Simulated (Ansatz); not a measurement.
## Ansatz run, Yb2MnS4

input.yaml (Ansatz 0.2.0)

```yaml
crystal:
  lattice:
    - [0.0, 5.498183, 5.498183]
    - [5.498183, 0.0, 5.498183]
    - [5.498183, 5.498183, 0.0]
  atoms:
    - { symbol: S, position: [0.375, 0.375, 0.375] }
    - { symbol: S, position: [0.375, 0.875, 0.875] }
    - { symbol: S, position: [0.375, 0.375, 0.875] }
    - { symbol: S, position: [0.875, 0.375, 0.875] }
    - { symbol: S, position: [0.875, 0.375, 0.375] }
    - { symbol: S, position: [0.875, 0.875, 0.875] }
    - { symbol: S, position: [0.375, 0.875, 0.375] }
    - { symbol: S, position: [0.875, 0.875, 0.375] }
    - { symbol: Mn, position: [0.0, 0.0, 0.0] }
    - { symbol: Mn, position: [0.25, 0.25, 0.25] }
    - { symbol: Yb, position: [0.625, 0.625, 0.625] }
    - { symbol: Yb, position: [0.125, 0.625, 0.625] }
    - { symbol: Yb, position: [0.625, 0.625, 0.125] }
    - { symbol: Yb, position: [0.625, 0.125, 0.625] }
kpoints:
  mp_grid: { grid: [4, 4, 4], shift: [0, 0, 0] }
  band_path:
    path:
      - [0.0, 0.0, 0.0]
      - [0.5, 0.0, 0.5]
      - [0.625, 0.25, 0.625]
      - [0.375, 0.375, 0.75]
      - [0.0, 0.0, 0.0]
      - [0.5, 0.5, 0.5]
      - [0.5, 0.25, 0.75]
      - [0.5, 0.0, 0.5]
    npoints: 8
magnetization:
  spin_polarized: false
scf:
  occupations: { method: fermi_dirac }
  lower_state_search: "off"
  max_iter: 200
hamiltonian:
  pseudopotentials: { kind: paw }
  xc: pbe
basis:
  ecutwfc: 420
  fft_grid_basis: typed
output:
  forces: true
  stress: true
  eigenvalues: true
  bader: true
  populations: true
  elf: true
  write_potential: true
  volumetric_format: npy
  dos:
    e_range: [-12, 8]
    de: 0.05
    projected: { site_lists: { Mn: [Mn], S: [S], Yb: [Yb] } }
checkpoint:
  read: saved_state
```

The saved state is an earlier solution for the same cell, perhaps on another mesh. 

Output (shortened):

```
Free energy (F): -70209.9003 eV
Harris-Foulkes:  -70209.9003 eV  (|F-HF|=4.39e-8)
Internal energy: -70208.9645 eV  (E = F + TS)
E sigma→0 (E₀):  -70209.4324 eV
Entropy (-TS):   -0.9358 eV (-66.842 meV/atom)
Fermi energy:    7.9509 eV
--- Per-component energies (eV) ---
  E_band       = -843.9783
  E_kinetic    = 2899.0026
  E_local      = -34279.3829  (includes V_loc(G=0)·N_el)
  E_nonlocal   = 2847.7080
  E_hartree    = 14806.7533
  E_xc         = -1666.5186
  E_vxc        = -1815.3365  (∫ρ·V_xc dr)
  E_paw        = -36780.8381  (= ΣΔE_a)
  E_vpaw       = -109.4810  (= ΣTr[D̂ρ^β])
  E_aug_tail   = 0.0000  (compensation charges beyond the density's cutoff)
  E_ewald      = -18035.6888
  E_smearing   = -0.9358  (= −TS)
--- Forces (eV/Å), atoms counted from 1 ---
  atom   1  S     -0.6594    -0.6594    -0.6594
  atom   2  S      0.6594    -0.6594    -0.6594
  atom   3  S      0.6594     0.6594    -0.6594
  atom   4  S     -0.6594     0.6594    -0.6594
  atom   5  S     -0.6594     0.6594     0.6594
  atom   6  S      0.6594     0.6594     0.6594
  atom   7  S      0.6594    -0.6594     0.6594
  atom   8  S     -0.6594    -0.6594     0.6594
  atom   9  Mn     0.0000     0.0000     0.0000
  atom  10  Mn     0.0000     0.0000     0.0000
  atom  11  Yb     0.0000     0.0000     0.0000
  atom  12  Yb     0.0000     0.0000     0.0000
  atom  13  Yb     0.0000     0.0000     0.0000
  atom  14  Yb     0.0000     0.0000     0.0000
--- Stress (GPa, compression-positive) ---
       -4.2021       0.0000       0.0000
        0.0000      -4.2021       0.0000
        0.0000       0.0000      -4.2021
  P = ⅓ Tr σ = -4.2021 GPa (-42.021 kbar)
--- Löwdin populations: 14 sites ---
  site symbol       q [e]
     0      S      6.2266
     1      S      6.2266
     2      S      6.2266
     3      S      6.2266
     4      S      6.2266
     5      S      6.2266
     6      S      6.2266
     7      S      6.2266
     8     Mn     14.1643
     9     Mn     14.1643
    10     Yb     23.8426
    11     Yb     23.8426
    12     Yb     23.8426
    13     Yb     23.8426
  spilling = 0.0028 (of n_electrons = 174.0000)
--- Bader charges: 14 sites ---
  site symbol  charge [e]  shift [e]
     0      S     -1.0902     0.0003
     1      S     -1.0902     0.0003
     2      S     -1.0902     0.0003
     3      S     -1.0901     0.0003
     4      S     -1.0901     0.0003
     5      S     -1.0901     0.0003
     6      S     -1.0902     0.0003
     7      S     -1.0901     0.0003
     8     Mn      1.0906     0.0007
     9     Mn      1.0906     0.0007
    10     Yb      1.6350     0.0002
    11     Yb      1.6350     0.0002
    12     Yb      1.6350     0.0002
    13     Yb      1.6350     0.0002
```

Origin: a database entry at a rescaled volume. Caveats: no spin polarisation, so a magnetic state may lie lower; f levels without a U or exact exchange are poorly placed.
